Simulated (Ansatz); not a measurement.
**Question.** Each is relaxed and computed with r²SCAN (plane waves, PAW; program Ansatz). Which alone has a direct gap?
A. GaAs, P4_2/mnm (Ga on 4g, As on 4f)
B. Ga2AsP, R3m (Ga on 3a, Ga on 3a, P on 3a, As on 3a)
C. Fe2P2O7, P-1 (Pearson symbol aP11)
D. GaP, zinc blende

**Answer.** B, Ga2AsP, R3m (Ga on 3a, Ga on 3a, P on 3a, As on 3a). Ga2AsP: gap 1.46 eV (direct); GaAs: gap 1.00 eV (indirect); GaP: gap 1.84 eV (indirect); Fe2P2O7: gap 1.12 eV (indirect). Spin orders computed, not proven ground states: Fe2P2O7, P-1 (Pearson symbol aP11) ferromagnetic. Typed or built starts, not in the databases checked: GaAs, P4_2/mnm (Ga on 4g, As on 4f). Not the usual ambient phase: GaAs, P4_2/mnm (Ga on 4g, As on 4f). Standing as an ambient phase not checked: Ga2AsP, R3m (Ga on 3a, Ga on 3a, P on 3a, As on 3a); Fe2P2O7, P-1 (Pearson symbol aP11). Perhaps ordered models of mixed-site phases: Ga2AsP, R3m (Ga on 3a, Ga on 3a, P on 3a, As on 3a). All cells were relaxed under the symmetry of their starts (and spin orders); stability against distortions was not tested throughout. No Hubbard U is applied. Spin–orbit coupling is left out wherever it is not named.

Potentials: the later of the program's two PAW sets.
